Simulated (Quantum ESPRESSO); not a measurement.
**Kohn-Sham bands of BaTiO$_{3}$ (cubic perovskite)**

```
CELL_PARAMETERS angstrom
      4.00768     0.00000     0.00000
      0.00000     4.00768     0.00000
      0.00000     0.00000     4.00768
ATOMIC_POSITIONS crystal
  Ba 0.50000 0.50000 0.50000
  Ti 0.00000 0.00000 0.00000
  O  0.50000 0.00000 0.00000
  O  0.00000 0.50000 0.00000
  O  0.00000 0.00000 0.50000
```

Structure: Materials Project mp-2998, symmetrised, not relaxed again. COD (Crystallography Open Database) records the formula in this space group. Ideal cubic forms of this type are often high-temperature phases that distort on cooling; symmetry holds the cell here, and its stability was not tested. Level: PBEsol, spinors with spin-orbit coupling; pw.x of Quantum ESPRESSO at 68 Ry with PseudoDojo potentials, 6×6×6 k-points, Wannier90. Density: 8×8×8 mesh, cold smearing 0.01 Ry.

Energies are relative to the valence-band maximum; weights are on the orthonormalised atomic waves of the pseudopotential files, averaged over the group. 40 electrons a cell are treated as valence.

### Question
Into which isolated groups do the bands fall, where do they lie and what are they made of?

### Answer
```tsv
bands	from (eV)	to (eV)	filling	weight on atomic waves
1–2	-56.31	-56.31	filled	Ti 3s 96 %
3–4	-33.14	-33.10	filled	Ti 3p 98 %
5–8	-32.49	-32.44	filled	Ti 3p 98 %
9–10	-24.57	-24.30	filled	Ba 5s 94 %
11–16	-16.96	-15.73	filled	O 2s 85 %, Ti 3d 5 %, Ti 4s 4 %
17–18	-11.70	-10.90	filled	Ba 5p 92 %
19–22	-10.03	-8.84	filled	Ba 5p 90 %, O 2p 6 %
23–40	-4.51	0.00	filled	O 2p 82 %, Ti 3d 11 %
```

The Kohn-Sham gap over both meshes and the path is 1.76 eV.
